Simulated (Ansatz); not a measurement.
Values for one crystal, relaxed and computed with DFT-r²SCAN in the program Ansatz with PAW potentials; other levels are named.

| Quantity | Result |
|---|---|
| Volume per atom | 19.47 Å³ |
| Electronic character | metallic (no gap) |
| Density of states at the Fermi level | 0.53 states/eV per atom (mean over ±0.08 eV) |
| Formation energy from the elements (no fitted shifts) | -0.89 eV/atom |

Which compound is it?
A) LaGe2Pd2, I4/mmm (La on 2a, Ge on 4e, Pd on 4d)
B) LaSiI, P-3m1 (La on 2c, Si on 2d, I on 2d)
C) LaFe2Si2, I4/mmm (La on 2a, Fe on 4d, Si on 4e)
D) ZrGeS, P4/nmm (Zr on 2c, Ge on 2a, S on 2c)

A, LaGe2Pd2, I4/mmm (La on 2a, Ge on 4e, Pd on 4d)

The workflow started from a Materials Project entry (that database holds measured and hypothetical structures alike); the Crystallography Open Database copy checked does not list it. Whether it is the stable phase at ambient conditions was not checked. Symmetry was held in the r²SCAN relaxation; its stability against distortions is not shown here. No spin polarisation was allowed. The references are the lowest solids computed at this level, not always the standard phases. Scalar-relativistic: spin–orbit coupling is off unless named, which matters more the heavier the elements.

Potentials: the later of the program's two PAW sets.
